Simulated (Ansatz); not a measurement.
Screening note. A wave plate or polarising prism needs a large difference between the ordinary and extraordinary index, and a gap wide enough to pass the light.

The yardstick is AlN. Wavelength 1064 nm, with the indices taken from ε∞; only gaps 0.6 eV or more above the photon energy were drawn.

Computed with Ansatz, a plane-wave PAW program. ε∞ across c, ε∞ along c: r²SCAN, linear response; gap: HSE06, on its own or a semilocal cell. Cells of the HSE06 gaps: its own cell for AlN, ZnS; the r²SCAN cell for HfO2, La2O3, SnO2, Mg2ZnO3 (P-3m1, hP6), α-quartz SiO2.

Runs started from generated or typed cells of the structure named: AlN; ZnS; HfO2; La2O3; SnO2. No claim is made that these are known or stable phases: Mg2ZnO3 (P-3m1, hP6). Over 15 meV/atom above the lowest phase of their formula at hand: HfO2 (48 meV/atom, r²SCAN). Known as high-temperature phases, here as static cells: HfO2. Spin–orbit coupling is left out unless named; it moves the gap of HfO2, La2O3, SnO2 by under 0.05 eV.

| crystal | ε∞ across c | ε∞ along c | E_g (eV) |
|---|---|---|---|
| AlN (wurtzite), reference | 4.137 | 4.329 | 5.62 |
| ZnS (wurtzite) | 5.344 | 5.465 | 3.35 |
| HfO2 (P4₂/nmc) | 4.886 | 4.416 | 6.37 |
| La2O3 (P-3m1) | 4.489 | 4.372 | 5.29 |
| SnO2 (rutile) | 4.000 | 4.350 | 2.84 |
| Mg2ZnO3 (P-3m1, hP6) | 3.478 | 3.412 | 4.97 |
| α-quartz SiO2 | 2.374 | 2.402 | 7.78 |

Model: n_o = √(ε∞ across c); n_e = √(ε∞ along c); Δn = n_e − n_o; zero-order plate = λ/(4|Δn|).

Problem. From the table, find n_o, n_e, Δn and plate thickness for α-quartz SiO2.

Solution. 
n_o = √2.374 = 1.5408; n_e = √2.402 = 1.5498; Δn = 1.5498 − 1.5408 = 0.0090; plate thickness: 1064 nm/(4 × |0.0090|) = 30 μm.

Problem. Put the candidates in order of plate thickness, thinnest first.

Solution. The same steps for every row:

| crystal | n_o | n_e | Δn | quarter-wave plate (μm) |
|---|---|---|---|---|
| AlN (wurtzite), reference | 2.0340 | 2.0806 | 0.0466 | 5.7 |
| ZnS (wurtzite) | 2.3117 | 2.3377 | 0.0260 | 10 |
| HfO2 (P4₂/nmc) | 2.2104 | 2.1014 | −0.1090 | 2.4 |
| La2O3 (P-3m1) | 2.1187 | 2.0909 | −0.0278 | 9.6 |
| SnO2 (rutile) | 2.0000 | 2.0857 | 0.0857 | 3.1 |
| Mg2ZnO3 (P-3m1, hP6) | 1.8649 | 1.8472 | −0.0177 | 15 |
| α-quartz SiO2 | 1.5408 | 1.5498 | 0.0090 | 30 |

Ranking by plate thickness, thinnest first: HfO2 (2.4 ± 0.26), SnO2 (3.1 ± 0.36), AlN (5.7 ± 1.0), La2O3 (9.6 ± 2.7) ≈ ZnS (10 ± 3.3) ≈ Mg2ZnO3 (P-3m1, hP6) (15 ± 5.7) ≈ α-quartz SiO2 (30 ± 18). The ± follows from allowances picked for this note (ε∞ across c 0.5 %, ε∞ along c 0.5 %, 8 % for the model), carried to first order and added in quadrature; ≈ joins neighbours closer than their two ± added in quadrature. On this figure 2 of 6 candidates do clearly better than the reference.

Positive uniaxial (n_e over n_o): AlN, ZnS, SnO2, α-quartz SiO2. Negative: HfO2, La2O3, Mg2ZnO3 (P-3m1, hP6).

ε∞ is the long-wavelength electronic value; dispersion raises indices towards the gap. A plate needs the c axis in its plane, while layered crystals cleave across c. Where several phases of a formula are at hand, those over 0.1 eV/atom above the lowest were not drawn (by r²SCAN where it compared them, else by the largest value; a layered or molecular lowest phase counts only with a dispersion term); other phases could lie lower still. Crystals of Pb, Bi, Tl or Hg, those whose gap spin–orbit coupling moves by over 0.3 eV, and those of Te, I or Sb with no such test at hand were not drawn. The rows are a sample and no shortlist: familiar crystals first, some related and some not, whatever their agreement with measurement; tables with many equal figures were not kept. Limits of the draw: |Δn| over 0.006; no unfamiliar magnets, and cubic perovskites only if shown or known to be stable. As a rule kept out of such tables: 4f compounds, open-shell compounds run without a Hubbard term, cells found unstable in the tests at hand, cells close to a higher symmetry, and runs set to a pressure or over 12 % in volume from the crystal's fullest run.
